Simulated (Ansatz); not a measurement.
Sc₆Te₂Rh:
```xyz
9
Lattice="7.7705 0.0000 0.0000 -3.8853 6.7295 0.0000 0.0000 0.0000 3.7933" Properties=species:S:1:pos:R:3 pbc="T T T"
Sc     1.8746     0.0000     0.0000
Sc     2.9480     5.1060     0.0000
Sc    -0.9373     1.6234     0.0000
Sc     4.7356     0.0000     1.8967
Sc     1.5175     2.6283     1.8967
Sc    -2.3678     4.1011     1.8967
Rh     0.0000     0.0000     1.8967
Te     0.0000     4.4863     0.0000
Te     3.8853     2.2432     0.0000
```

Relaxed with r²SCAN. Special points in fractions of this cell's reciprocal vectors: Γ (0.000, 0.000, 0.000); M (0.500, 0.000, 0.000); K (0.333, 0.333, 0.000); A (0.000, 0.000, 0.500); L (0.500, 0.000, 0.500); H (0.333, 0.333, 0.500).

List the band energies nearest the Fermi level at these points for the program Ansatz at the r²SCAN level (PAW).

In eV from the Fermi level; about four levels below and three above (degenerate sets whole), none deeper than 8.9 eV; points with the same levels are listed once.

```csv
k,below,above
Γ,-2.10 -1.79 -1.79 -1.06,0.18 0.18 1.00 1.00
M,-1.53 -0.69 -0.61 -0.50,0.78 1.01 1.10
K,-1.44 -1.44 -1.01 -0.49 -0.49,0.93 1.01 1.01
A,-0.70 -0.70 -0.49 -0.49 -0.20,0.26 0.26 0.57 0.57
L,-0.68 -0.60 -0.37 -0.13,0.02 0.16 0.21
H,-0.74 -0.15 -0.05 -0.05,0.00 0.24 0.24
```

Space group P-62m. The workflow started from an entry of the Crystallography Open Database (COD). Its standing as an ambient phase is unchecked. Symmetry was held in the r²SCAN relaxation; its stability against distortions is not shown here. The run is not spin-polarised. With an odd number of electrons in the cell and no spin polarisation, the count alone makes it a metal. Scalar-relativistic: spin–orbit coupling is off unless named, which matters more the heavier the elements.

Potentials: the later of the program's two PAW sets.
